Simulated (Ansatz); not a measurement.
Computed with DFT PBE, scalar-relativistic, plane waves, PAW in Ansatz. All cells share a 420 eV cutoff and Γ-centred k meshes spaced at most about 0.3 Å⁻¹ (about 0.25 or finer for metals, 2π included). No spin polarisation in the final relaxations.

All energies are static (0 K, no zero-point motion).

Compare these two cells of Si4F, each relaxed at this level.

1.

```yaml
crystal:
  lattice:
    - [-2.44602, 2.44602, 3.98198]
    - [2.44602, -2.44602, 3.98198]
    - [2.44602, 2.44602, -3.98198]
  atoms:
    - { symbol: Si, position: [0.50000, 0.50000, 0.50000] }
    - { symbol: Si, position: [0.00000, 0.00000, 0.50000] }
    - { symbol: Si, position: [0.50000, 0.00000, 0.00000] }
    - { symbol: Si, position: [0.00000, 0.50000, 0.00000] }
    - { symbol: F, position: [0.50000, 0.50000, 0.00000] }
```

2.

```yaml
crystal:
  lattice:
    - [5.07169, 0.00000, 0.00000]
    - [-2.53584, 4.39221, 0.00000]
    - [0.00000, 0.00000, 3.88487]
  atoms:
    - { symbol: Si, position: [0.50000, 0.00000, 0.00000] }
    - { symbol: Si, position: [0.00000, 0.50000, 0.00000] }
    - { symbol: Si, position: [0.50000, 0.50000, 0.00000] }
    - { symbol: Si, position: [0.00000, 0.00000, 0.00000] }
    - { symbol: F, position: [0.00000, 0.00000, 0.50000] }
```

Task: Which is lower in energy, and by how much?

Result: Cell 2 is lower, by 184 meV/atom. Cell 1 has space group I4/mmm (No. 139), 19.1 Å³/atom and no gap on its mesh; cell 2 has space group P6/mmm (No. 191), 17.3 Å³/atom and no gap. Counting Si atoms around F (those within 1.25 times the shortest such distance or 1.15 times the sum of covalent radii; the shortest distance is added where it is long for a bond), cell 1 has F 8 from 2.6 Å and cell 2 has F 2. Cell 1 and cell 2 both hold Si–Si nets. The denser one is the lower, and pressure would at first widen the difference. Even the lower one lies +0.10 eV/atom against the reference forms of the elements (uncorrected), a margin that errors in the energy of the gaseous reference can exceed. In cell 1, around Si lie 4 Si at 2.45 Å and 2 F at 2.64 Å; F is surrounded by 8 Si at 2.64 Å (long contacts). In cell 2, around Si on a site of symmetry mmm lie 6 Si at 2.54 Å; around Si on a site of symmetry 6/mmm lie 2 F at 1.94 Å and 6 Si at 2.54 Å; F has 2 Si at 1.94 Å. Both come from invented guesses. A third cell relaxed alike, in I4/mmm, lies 279 meV/atom below the lower of the two.

Cells relaxed within their symmetry can be saddle points.
